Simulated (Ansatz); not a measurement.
An Ansatz (a program for electronic structure) input:

Ansatz 0.2 input:
```yaml
crystal:
  lattice:
    - [3.7822580302, 0.0, 0.0]
    - [-1.8911290151, 3.2755315378, 0.0]
    - [0.0, 0.0, 6.2075875772]
  atoms:
    - { symbol: Zn, position: [0.3333333333, 0.6666666667, 0.0003880789] }
    - { symbol: Zn, position: [0.6666666667, 0.3333333333, 0.5003880789] }
    - { symbol: S, position: [0.3333333333, 0.6666666667, 0.3746119211] }
    - { symbol: S, position: [0.6666666667, 0.3333333333, 0.8746119211] }
kpoints:
  mp_grid: { grid: [7, 7, 4] }
basis: { xc_grid: 2 }
hamiltonian:
  xc: pbesol
  pseudopotentials: { azcp: { folder: ./paw }, kind: paw }
scf:
  occupations: { method: fixed }
output:
  optics: { e_range: [0.0, 15.0], de: 0.05, sigma: 0.1, bands: { spectra_wanted_up_to: 12 eV } }
```

Q: How many symmetry operations and irreducible k-points will the run report?

A: 12 operations, 24 of 196 k-points.

Q: With a cutoff of 420 eV, how many plane waves at Γ?

A: 1521.

It took around 90 core-seconds (rough) on shared server cores.

Space group P6_3mc (wurtzite). Symmetry was held in the PBEsol relaxation.

Potentials: the earlier of the program's two PAW sets. The files were generated under PBE; for other functionals the program regenerates the frozen cores, and for LDA and PBEsol the local potential too.

Ansatz is a plane-wave DFT program.
